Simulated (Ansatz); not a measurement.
LaAlHO2:
```
CELL_PARAMETERS angstrom
      3.77434     0.00000     0.00000
      0.00000     3.77434     0.00000
      0.00000     0.00000     3.89515
ATOMIC_POSITIONS crystal
  La 0.50000 0.50000 0.50000
  Al 0.00000 0.00000 0.00000
  O  0.50000 0.00000 0.00000
  O  0.00000 0.50000 0.00000
  H  0.00000 0.00000 0.50000
```

Relaxed with r²SCAN.

Q: Map the electron localisation function on the plane through (0.000, 0.000, 0.000) spanned by u = [1, 0, 0] and v = [0, 0, 1] in lattice vectors, from DFT-r²SCAN in the program Ansatz with PAW potentials.

A: x is the fraction of u, y of v (the angle between them is 90°; rows are the nearest grid lines); atoms in the plane: Al at (0.00, 0.00), O at (0.50, 0.00), H at (0.00, 0.50).
```
|:  .*#%#+::+#%#*.  :|
|   .+#%%*==*%%#+.   |
|   .=*#%####%#*=.   |
|....-=*##%%##*=-....|
|+=-:.:=+*##*+=:.:-=+|
|%#+-..:-====-:..-+#%|
|@%#+:....::....:+#%@|
|@@@#=..      ..=#@@@|
|@@@%+:.      .:+%@@@|
|@@@@*-..    ..-*@@@@|
|@@@@*-..    ..-*@@@@|
|@@@%+:.      .:+%@@@|
|@@@#=..      ..=#@@@|
|@%#+:....::....:+#%@|
|%#+-..:-====-:..-+#%|
|+=-:.:=+*##*+=:.:-=+|
|....-=*##%%##*=-....|
|   .=*#%####%#*=.   |
|   .+#%%*==*%%#+.   |
|:  .*#%#+::+#%#*.  :|
```
Scale: ten equal steps from 0.011 (start of ' ') to 0.998 (end of '@'), in the order ' .:-=+*#%@'; x runs from 0.000 to 1.00, y from 0.000 (bottom) to 1.00 (top).

The density is the valence pseudo-density with augmentation charge, so density and ELF within about 1 Å of a nucleus are not all-electron values.

Space group P4/mmm. The start of the workflow was typed in or built on a structure type; neither database checked (COD, Materials Project) lists it. Whether it is the stable phase at ambient conditions was not checked. The r²SCAN relaxation kept the symmetry of its start; whether a distortion lowers the energy is not shown. Scalar-relativistic: spin–orbit coupling is off unless named, which matters more the heavier the elements.

Potentials: the earlier of the program's two PAW sets.
